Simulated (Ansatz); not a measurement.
## Relaxing a structure of TiAl

The start is a generated cell, TiAl placed in the CuAu structure type. The structure is fully relaxed (lattice and positions, P = 0) with r2SCAN (plane waves to 500 eV, PAW, scalar-relativistic; Ansatz, a program for electronic structure). The first steps use a coarse 11×11×9 k-mesh.

Starting cell:
```yaml
crystal:
  lattice:
    - [2.85552, 0.00000, 0.00000]
    - [0.00000, 2.85552, 0.00000]
    - [0.00000, 0.00000, 3.74277]
  atoms:
    - { symbol: Al, position: [0.50000, 0.50000, 0.50000] }
    - { symbol: Ti, position: [0.00000, 0.00000, 0.00000] }
```

**Question.** How much energy is released per atom?

**Answer.** 0.04 eV/atom.

**Question.** How does the volume change?

**Answer.** +5.2 %, from 15.26 to 16.06 Å³/atom.

**Question.** How do the shortest distances between atoms change?

**Answer.** The closest pairs of elements (up to four, under 3.6 Å), start → end: Al–Ti 2.75 → 2.84 Å; Al–Al 2.86 → 2.81 Å; Ti–Ti 2.86 → 2.81 Å.

**Question.** What band gap does the relaxed structure have at this level?

**Answer.** Zero (metallic).

**Question.** Give the final cell and atomic positions.

**Answer.** 
Space group P4/mmm (No. 123); a = 2.8132 Å, b = 2.8132 Å, c = 4.0583 Å, α = 90.00°, β = 90.00°, γ = 90.00°

```csv
atom,site,symmetry,x,y,z
Al,1d,4/mmm,0.5000,0.5000,0.5000
Ti,1a,4/mmm,0.0000,0.0000,0.0000
```

The space group stays P4/mmm (No. 123) (the run could not lower it); the end is AFLOW prototype AB_tP2_123_a_d (L1_0, as in CuAu), with 2 atoms in the primitive cell. Final values are on a 16×16×12 k-mesh of the relaxed cell. No spin polarisation in the result.

The run could not lose the symmetry of its start; a randomly shaken copy of 2 atoms returns to this structure.

All atoms sit on sites fixed by symmetry, so only the cell could relax.
